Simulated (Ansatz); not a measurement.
## Profile along the Ti–Ti line in Ti (hcp, Mg type)

Ti (hcp, Mg type)

```cif
data_Ti2
_chemical_formula_sum 'Ti2'
_space_group_name_H-M_alt 'P 1'
_space_group_IT_number 1
_cell_length_a 2.93627
_cell_length_b 2.93627
_cell_length_c 4.63716
_cell_angle_alpha 90.000
_cell_angle_beta 90.000
_cell_angle_gamma 120.000
loop_
_space_group_symop_operation_xyz
  'x, y, z'
loop_
_atom_site_label
_atom_site_type_symbol
_atom_site_fract_x
_atom_site_fract_y
_atom_site_fract_z
_atom_site_occupancy
Ti1 Ti 0.33333 0.66667 0.75000 1
Ti2 Ti 0.66667 0.33333 0.25000 1
```

Fields along a shortest Ti–Ti line of a (1 -1 0 0) plane (2.94 Å), from Ti to Ti, interpolated on the slice's grid (step about 0.2 Å). Calculation: r2SCAN (plane waves to 500 eV, PAW, scalar-relativistic; Ansatz, a first-principles code). k mesh 18×18×10. Near the nuclei the fields are pseudised (PAW); where an atom keeps semicore shells as valence, they peak there. The PAW data are Ansatz's earlier set. Ti is run without spin polarisation. Ti was relaxed with its symmetry unable to fall.

```tsv
distance from Ti (Å)	valence electron density (e/Å³)	electron localisation function
0.00	12.11	x
0.29	9.50	x
0.59	3.62	0.72
0.88	0.65	0.29
1.18	0.23	0.13
1.47	0.19	0.28
1.76	0.23	0.13
2.06	0.65	0.29
2.35	3.62	0.72
2.65	9.50	x
2.94	12.11	x
```

x: too close to a nucleus for the ELF to mean much.

Density on the Ti–Ti line (2.94 Å) at its midpoint: 0.19 e/Å³. ELF at that point: 0.28.
